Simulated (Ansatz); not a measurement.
Se:
```xyz
1
Lattice="2.8006 0.0000 0.0000 0.0000 2.8006 0.0000 0.0000 0.0000 2.8006" Properties=species:S:1:pos:R:3 pbc="T T T"
Se     1.4003     1.4003     1.4003
```

Relaxed with r²SCAN+D4. Special points in fractions of this cell's reciprocal vectors: Γ (0.000, 0.000, 0.000); X (0.000, 0.500, 0.000); M (0.500, 0.500, 0.000); R (0.500, 0.500, 0.500).

### Question
List the band energies nearest the Fermi level at these points for DFT-r²SCAN+D4 with spin–orbit coupling in the program Ansatz with PAW potentials.

### Answer
In eV from the Fermi level; about four levels below and three above (degenerate sets whole), none deeper than 8.9 eV; points with the same levels are listed once.

```json
[
 {"k": "Γ", "below": "–", "above": "1.21 1.21 1.75 1.75 1.75 1.75"},
 {"k": "X", "below": "-7.44 -7.44", "above": "2.92 2.92 3.34 3.34"},
 {"k": "M", "below": "-5.53 -5.53 -5.30 -5.30", "above": "3.24 3.24 4.57 4.57"},
 {"k": "R", "below": "-3.48 -3.48 -3.48 -3.48", "above": "6.31 6.31 6.31 6.31"}
]
```

Space group Pm-3m. The start of the workflow was typed in or built on a structure type; the Crystallography Open Database copy checked does not list it. It is not the phase usual at ambient conditions (space group No. 152). The cell was relaxed with r²SCAN+D4 under the symmetry of its start; whether a distortion lowers the energy is not shown. The volume moved by -20 % from the start of the relaxation.

Potentials: the earlier of the program's two PAW sets.
